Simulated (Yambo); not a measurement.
Ba2MgWO6 (space group Fm-3m, No. 225); a = b = c = 5.8240 Å, α = β = γ = 60.00°. With the G0W0 scissor the direct gap on the mesh is 4.55 eV.

Task: Can the lowest exciton of this BSE run be trusted, and with what binding energy? (Yambo, LDA bands; 4×4×4 mesh, 15 valence and 9 conduction bands, static screening with 89 bands and a 3 Ry block, scissor 1.82 eV, Tamm-Dancoff.)

Result: The mesh holds a bound state, but the numbers are provisional. These are vertical excitations (zero momentum). The lowest state lies at 3.62 eV (dark for light along x), the direct quasiparticle gap on this mesh at 4.55 eV. Its binding energy, counted from that gap, is 0.93 eV; it spreads over about 49 k points of the mesh. Convergence with the mesh was not shown. The first optically allowed state is at 4.12 eV. The scissor comes from a G0W0 run whose convergence isn't established. Spin-orbit coupling is left out, which matters for elements this heavy: edges can move by tenths of an eV.

Geometry of the Materials Project entry, not relaxed at this level.
